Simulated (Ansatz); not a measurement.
Si:
```cif
data_Si8
_chemical_formula_sum 'Si8'
_space_group_name_H-M_alt 'P 1'
_space_group_IT_number 1
_cell_length_a 8.32298
_cell_length_b 8.32298
_cell_length_c 8.32298
_cell_angle_alpha 60.000
_cell_angle_beta 60.000
_cell_angle_gamma 60.000
loop_
_space_group_symop_operation_xyz
  'x, y, z'
loop_
_atom_site_label
_atom_site_type_symbol
_atom_site_fract_x
_atom_site_fract_y
_atom_site_fract_z
_atom_site_occupancy
Si1 Si 0.57014 0.28957 0.57014 1
Si2 Si 0.96043 0.67986 0.67986 1
Si3 Si 0.57014 0.57014 0.28957 1
Si4 Si 0.67986 0.96043 0.67986 1
Si5 Si 0.57014 0.57014 0.57014 1
Si6 Si 0.67986 0.67986 0.67986 1
Si7 Si 0.28957 0.57014 0.57014 1
Si8 Si 0.67986 0.67986 0.96043 1
```

Relaxed with r²SCAN.

Question: Which orbitals make up the states near the band edges in the program Ansatz at the r²SCAN level (PAW)?

Answer: Top 1 eV of the valence band: Si 3p 91 %, Si 3s 6 %. Bottom 1 eV of the conduction band: Si 3p 55 %, Si 3s 36 %, outside the projected shells 10 %. Projections are on Löwdin-orthogonalised atomic valence shells; empty p or d shells of many metals are not among them.

Question: Tabulate the density of states.

Answer: States/eV per cell of 8 atoms, in 0.25 eV bins, energy from the valence-band maximum.

```
E (eV)  total  Si 3p  Si 3s
------  -----  -----  -----
-7.85    2.56   1.52   1.02
-7.60    2.07   1.29   0.76
-7.35    0.94   0.61   0.31
-7.10    0.48   0.33   0.14
-6.85    0.14   0.11   0.03
-6.60    0.01   0.01   0.00
-6.35    0.00   0.00   0.00
-6.10    2.95   1.74   1.14
-5.85   13.16   7.49   5.40
-5.60    0.38   0.29   0.08
-5.35    0.69   0.54   0.13
-5.10    1.25   1.01   0.21
-4.85    2.32   1.91   0.36
-4.60    3.09   2.61   0.41
-4.35    1.76   1.60   0.13
-4.10    3.71   3.41   0.21
-3.85    8.31   8.02   0.12
-3.60    8.24   7.98   0.09
-3.35    2.10   2.03   0.03
-3.10    0.05   0.05   0.00
-2.85    0.00   0.00   0.00
-2.60    0.30   0.30   0.00
-2.35    4.10   4.00   0.05
-2.10    8.15   7.86   0.17
-1.85    3.45   3.30   0.09
-1.60    2.31   2.16   0.11
-1.35    4.82   4.46   0.25
-1.10    4.99   4.61   0.26
-0.85    2.54   2.33   0.14
-0.60    1.04   0.93   0.08
-0.35    0.28   0.24   0.02
-0.10    0.03   0.03   0.00
0.15     0.31   0.14   0.15
0.40    12.36   6.20   4.97
0.65     7.44   4.14   2.61
0.90     2.97   1.73   0.93
1.15     6.53   4.47   1.20
1.40     6.27   3.64   1.57
1.65     4.80   2.82   1.18
1.90     3.85   2.54   0.71
2.15     3.09   2.20   0.37
2.40     3.39   2.17   0.36
2.65     6.70   3.51   0.87
2.90     5.93   2.50   0.74
3.15     3.91   1.69   0.42
3.40     5.99   2.26   0.52
3.65     5.61   1.92   0.47
3.90     8.55   2.73   0.60
4.15     4.39   1.18   0.22
4.40     7.27   2.03   0.37
4.65    11.73   2.96   0.59
```

Space group Fd-3m. The start of the workflow was typed in or built on a structure type. Its sites differ from those of the usual phase in this space group: another stacking or structure type. Symmetry was held in the r²SCAN relaxation. At this level the phase is mechanically unstable. The volume moved by 40 % from the start of the relaxation.

Potentials: the later of the program's two PAW sets.
